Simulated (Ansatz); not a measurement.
Values for one crystal, relaxed and computed with the program Ansatz at the r²SCAN level (PAW); other levels are named.

Volume per atom: 13.28 Å³
Electronic character: metallic (no gap)
Mechanical stability: stable (all eigenvalues of C positive)
Density of states at the Fermi level: 1.7 states/eV per atom (mean over ±0.08 eV)
Bulk modulus (Birch–Murnaghan fit): 192 GPa
Poisson's ratio: 0.43
Debye temperature from the elastic constants: 300 K

Task: Which of these materials gives this?
(A) V, bcc (W type)
(B) Al, bcc (W type)
(C) Mg, bcc (W type)
(D) Be, bcc (W type)

Result: A, V, bcc (W type)

Space group Im-3m (bcc (W type)). Symmetry was held in the r²SCAN relaxation. No spin polarisation was allowed. As this level gives no gap, shear constants depend on the k-mesh and smearing (Fermi–Dirac, 0.1 eV here). On the denser mesh and wider smearing of the elastic run this cell carries a stress of 0.4 GPa.

Potentials: the earlier of the program's two PAW sets.
